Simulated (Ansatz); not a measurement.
Input:

NiC (rock salt, Fm-3m), a = b = c = 4.0679 Å, α = β = γ = 90.00°; the cell used has 2 atoms.

This is the PBE-relaxed structure.

**Question.** All from PBE (plane waves, PAW; program Ansatz), unless another level is named. Give the electronic character.

**Answer.** metallic (no gap).

**Question.** What about the density of states at the Fermi level?

**Answer.** 0.64 states/eV per atom (mean over ±0.08 eV).

**Question.** Predict the formation energy from the elements (no fitted shifts).

**Answer.** 1.09 eV/atom.

The start of the workflow was typed in or built on a structure type; neither database checked (COD, Materials Project) lists it. Whether it is the stable phase at ambient conditions was not checked. The cell was relaxed with PBE under the symmetry of its start; whether a distortion lowers the energy is not shown. The workflow began spin-polarised and lost its moments. Its formation energy is positive at this level, so the cell may be metastable or incomplete. The references are the lowest solids computed at this level, not always the standard phases.

Potentials: the earlier of the program's two PAW sets.
